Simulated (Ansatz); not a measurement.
## Structure relaxation, Be

The start is a generated cell, Be built in the beta-Sn structure type. The structure is fully relaxed (lattice and positions, P = 0) with r2SCAN (plane waves to 500 eV, PAW, scalar-relativistic; Ansatz, an electronic-structure program). The first steps use a coarse 17×17×17 k-mesh.

The start:
```
CELL_PARAMETERS angstrom
     -1.98663     1.98663     1.08393
      1.98663    -1.98663     1.08393
      1.98663     1.98663    -1.08393
ATOMIC_POSITIONS crystal
  Be 0.75000 0.25000 0.50000
  Be 0.00000 0.00000 0.00000
```

### Question
What pressure does the first self-consistent step give?

### Answer
+7.4 GPa (positive: the cell is compressed).

### Question
By how much does the energy per atom fall from start to end?

### Answer
0.05 eV/atom.

### Question
How does the volume per atom move from start to end?

### Answer
+9.2 %, from 8.56 to 9.34 Å³/atom.

### Question
How do the shortest distances between atoms change?

### Answer
The closest pairs of elements (up to four, under 3.6 Å), start → end: Be–Be 2.06 → 2.12 Å.

### Question
What band gap does the relaxed structure have at this level?

### Answer
Zero (metallic).

### Question
Give the final cell and atomic positions.

### Answer

```cif
data_Be4
_chemical_formula_sum 'Be4'
_space_group_name_H-M_alt 'I41/amd :1'
_space_group_IT_number 141
_space_group_name_Hall 'I 4bw 2bw -1bw'
_cell_length_a 4.19785
_cell_length_b 4.19785
_cell_length_c 2.12030
_cell_angle_alpha 90.000
_cell_angle_beta 90.000
_cell_angle_gamma 90.000
loop_
_atom_site_label
_atom_site_type_symbol
_atom_site_symmetry_multiplicity
_atom_site_Wyckoff_symbol
_atom_site_fract_x
_atom_site_fract_y
_atom_site_fract_z
_atom_site_occupancy
Be1 Be 4 a 0.00000 0.00000 0.00000 1
```
(The calculation used a cell of 2 atoms; values per cell refer to that cell.)

The space group stays I4₁/amd (No. 141) (the run could not lower it); the end is AFLOW prototype A_tI4_141_a (A5, as in Sn), with 2 atoms in the primitive cell. Final values are on a 24×24×24 k-mesh of the relaxed cell. No spin polarisation in the result.

The run could not lose the symmetry of its start: the end is stationary, and may be a saddle point rather than a minimum.

All atoms sit on sites fixed by symmetry, so only the cell could relax.

The relaxed structure here is a generated cell of Be: the first start was made by placing the elements on the sites of a structure type, and the end was not matched to a known phase here, so it may be hypothetical. Known forms of Be include space group No. 194.
